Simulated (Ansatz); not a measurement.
The geometry is COD entry 1534903, unchecked; take it as a test cell. The listed cell was then made from it by scaling, straining or moving an atom.

Nb: DFT, LDA, all-electron LAPW, scalar-relativistic (Ansatz 0.2.0). What sets it apart from a plain run of this crystal: volume scaled by 1.04.

Command: `ansatz run input.yaml --threads 1 --pin off --max-ram 3072MiB --backend cpu --events-out ev --progress --plain --runs-dir out` The run took 6.9 s on 1 thread of Arm Neoverse V2, on a shared host, peak memory 0.26 GiB.

```yaml
crystal:
  lattice:
    - [0.0, 2.1428321391, 2.1428321391]
    - [2.1428321391, 0.0, 2.1428321391]
    - [2.1428321391, 2.1428321391, 0.0]
  atoms:
    - { symbol: Nb, position: [0.0, 0.0, 0.0] }
kpoints:
  mp_grid: { grid: [13, 13, 13] }
  band_path:
    path:
      - [0.0, 0.0, 0.0]
      - [0.5, 0.0, 0.5]
      - [0.625, 0.25, 0.625]
      - [0.375, 0.375, 0.75]
      - [0.0, 0.0, 0.0]
      - [0.5, 0.5, 0.5]
      - [0.5, 0.25, 0.75]
      - [0.5, 0.0, 0.5]
    npoints: 5
scf:
  occupations: { method: fermi_dirac, width: 0.03 }
hamiltonian:
  xc: lda
  pseudopotentials: { kind: all_electron, lapw: { basis_error: 0.0005 } }
output:
  forces: true
  stress: true
  eigenvalues: true
```

Output (standing set-up lines are left out):

```
LAPW: plane waves up to 7.411 Å⁻¹, error target 5.0e-4 eV per atom; small_component_spin mean_spin; Nb in spheres of 1.515 Å, 23 of its electrons in bands, Dirac shells []
Pseudopotential: Nb, LAPW, valence charge 23, Koelling and Harmon's equation, gaussian nucleus
Crystal: 1 atoms, lattice volume = 19.679 Å³
Basis set: ecut = 209.26300425627943 eV, 137 PW (Γ), exchange–correlation at level 2
Bands: 16, of which v1, the nominal top of the filled ones, is band 12 counted from 1 (11 counted from 0)
iter 1 solved again at ethr=7.69e-4 eV; its pass at ethr=1.00e-1 eV (dr2=1.77e-1 eV) is discarded
SCF iter   1: F=—  HF=-103836.287787 eV  |F-HF|=—  |Δ(HF+E_count)|=         —  Δρ=3.75e-2  dr2=1.78e-1  ethr=7.69e-4  ⟨swp⟩=2.6  Hψ=8817  notcnv=0
preconditioner: auto → none  [metal: Δε(μ)=0.054 eV  Ē_g=7.139 eV  σ=0.030 eV  W_gap=0.40  n_scr=8 (ndim 8)  ℏωp=18.7 eV  f_vac=0.000  D(μ)=1.37/eV (n_scr^D=14)  sad-step TF]
SCF iter   2: F=—  HF=-103835.721078 eV  |F-HF|=—  |Δ(HF+E_count)|=   5.67e-1  Δρ=1.54e-2  dr2=3.61e-2  ethr=7.69e-4  ⟨swp⟩=2.5  Hψ=4238  notcnv=0
SCF iter   3: F=—  HF=-103835.698733 eV  |F-HF|=—  |Δ(HF+E_count)|=         —  Δρ=5.79e-3  dr2=5.48e-3  ethr=1.57e-4  ⟨swp⟩=2.0  Hψ=3919  notcnv=0
the basis was enlarged: its passes take 589.0 KiB over the memory plan, 1 of 1 planned eigensolver slots
iter 4 solved again at ethr=3.50e-7 eV; its pass at ethr=2.38e-5 eV (dr2=8.06e-5 eV) is discarded
SCF iter   4: F=—  HF=-103835.697602 eV  |F-HF|=—  |Δ(HF+E_count)|=   1.13e-3  Δρ=6.61e-4  dr2=8.04e-5  ethr=3.50e-7  ⟨swp⟩=2.0  Hψ=6487  notcnv=0
SCF iter   5: F=—  HF=-103835.697593 eV  |F-HF|=—  |Δ(HF+E_count)|=   9.10e-6  Δρ=4.79e-5  dr2=4.53e-7  ethr=3.49e-7  ⟨swp⟩=2.0  Hψ=3831  notcnv=0
SCF iter   6: F=-103835.697593 eV  HF=-103835.697593 eV  |F-HF|=1.02e-9  |Δ(HF+E_count)|=   2.12e-8  Δρ=1.13e-6  dr2=1.36e-10  ethr=1.97e-9  ⟨swp⟩=2.2  Hψ=3851  notcnv=0
SCF 1 converged in 6 iterations: F = -103835.697593 eV  dr2 = 1.36e-10
NSCF: frozen V_eff on 36 k-points
SCF converged after 6 iterations
Free energy (F): -103835.697593 eV
Harris-Foulkes:  -103835.697593 eV  (|F-HF|=1.02e-9)
Internal energy: -103835.691978 eV  (E = F + TS)
E sigma→0 (E₀):  -103835.694786 eV
Entropy (-TS):   -0.005615 eV (-5.615 meV/atom)
Fermi energy:    18.020683 eV
--- Per-component energies (eV) ---
  E_band       = -1814.804109
  E_kinetic    = 107389.368705
  E_xc         = -3127.421498
  E_electrostatic = -208097.639185  (all electrons and nuclei)
  E_smearing   = -0.005615  (= −TS)
  E_closure    = 0.000000  (closes the sum)
  E_atoms      = -103824.909646  (free atoms, spherical and without spin; not in F)
  Σ components = -103835.697593   (vs F -103835.697593, Δ=0.00e0)
  Basis errors (estimates in eV, not in F): energy 9.4e-5 per atom: plane waves 7.8e-5 (4.0e-5 summed), levels above the bands 7.7e-156, relativity 2.2e-9, radial functions 1.5e-5, core shells 7.3e-7; eigenvalues (radial functions only) 2.8e-6; not estimated: angular momenta, meshes, grids; target (lapw.basis_error) 5.0e-4; muffin-tin radii Nb 1.515 Å
--- Forces (eV/Å), atoms counted from 1 ---
  atom   1  Nb     0.00000000     0.00000000     0.00000000
  max |Σ_I F_I| component: 8.22e-32 eV/Å
--- Stress (GPa, compression-positive) ---
      -15.593653      -0.000000       0.000000
       -0.000000     -15.593653      -0.000000
        0.000000      -0.000000     -15.593653
  P = ⅓ Tr σ = -15.5937 GPa (-155.937 kbar)
--- Band table (eV; the first three rows and the last of 84) ---
  k-point 0: bands = ["-174.7177", "-174.7177", "-174.7014", "-174.7014", "-174.7014", "-36.6268", "-12.1513", "-12.1513", "-12.1513", "11.9785", "18.1683", "18.1683", "18.1683", "20.5733", "20.5733", "29.8270"]
  k-point 1: bands = ["-174.7177", "-174.7177", "-174.7014", "-174.7014", "-174.7014", "-36.6177", "-12.2140", "-12.1592", "-12.1592", "12.1870", "18.0131", "18.2627", "18.2627", "20.4941", "20.4941", "30.2355"]
  k-point 2: bands = ["-174.7177", "-174.7177", "-174.7014", "-174.7014", "-174.7014", "-36.5923", "-12.3851", "-12.1809", "-12.1809", "12.7638", "17.6661", "18.4670", "18.4670", "20.3773", "20.3773", "31.1445"]
  k-point 83: bands = ["-174.7177", "-174.7177", "-174.7014", "-174.7014", "-174.7014", "-36.4139", "-12.8692", "-12.7827", "-12.5215", "15.6033", "16.7277", "17.2336", "19.9111", "22.8210", "26.8180", "28.1121"]
```
